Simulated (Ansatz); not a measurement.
Phonons of HgTe (F-43m)

```
CELL_PARAMETERS angstrom
0.00000 3.25484 3.25484
3.25484 0.00000 3.25484
3.25484 3.25484 0.00000
ATOMIC_POSITIONS crystal
Hg 0.00000 0.00000 0.00000
Te 0.75000 0.75000 0.75000
```

Conventional cell: a = 6.510 Å, b = 6.510 Å, c = 6.510 Å, α = 90.00°, β = 90.00°, γ = 90.00°. Hg (atom 1) has 4 Te at 2.82 Å as nearest neighbours. Te (atom 2) has 4 Hg at 2.82 Å as nearest neighbours.

Unless marked otherwise, the numbers come from PBEsol, all-electron LAPW in Ansatz 0.2.0, scalar-relativistic. k mesh 10×10×10, Fermi-Dirac smearing of 0.080 eV, basis error target 1 meV/atom. The cell was relaxed by PAW under this functional.

Atoms are displaced by 0.01 Å in the smallest supercells that hold the wave vectors of a 2×2×2 mesh. Negative values stand for unstable modes.

**Question.** What are the phonon energies at the solved wave vectors, in THz?

**Answer.** 

| q | point | modes (THz) |
| --- | --- | --- |
| 0.000 0.000 0.000 | Gamma | 3.27 (×3) |
| 0.500 0.000 0.000 | L | 0.61 (×2), 2.38, 3.63 (×2), 4.03 |
| 0.500 0.500 0.000 | X | 0.55 (×2), 2.70, 3.80, 3.97 (×2) |

**Question.** Is the structure dynamically stable at these wave vectors?

**Answer.** Yes, no mode is unstable there, though one zone-boundary mode is very soft; wave vectors off this mesh aren't tested.

**Question.** How do the optical zone-centre modes decompose, and which are active?

**Answer.** Point group -43m: Γ_opt = T2.

```json
{"label": "T2", "THz": "3.27", "activity": "IR and Raman", "mostly": "Te (61 %)"}
```

In a metal the activity is that of symmetry alone; free carriers screen the infrared modes.

**Question.** How well do frozen-core PAW files reproduce these all-electron values?

**Answer.** With a cutoff of 420 eV and displacements of 0.0025 Å, the r.m.s. difference over the modes is 0.0 cm⁻¹; the largest difference is 134.5 (PAW) against 134.6 cm⁻¹ (LAPW).

Limits of these numbers: the gap is closed or tiny at this level, so small that the run used smearing; responses move with mesh and smearing; no spin-orbit coupling on heavy atoms; a very soft zone-boundary mode, near an instability or sensitive to the mesh; the frozen-core PAW files of the compared runs were fitted under PBE, their cores solved anew for this functional.
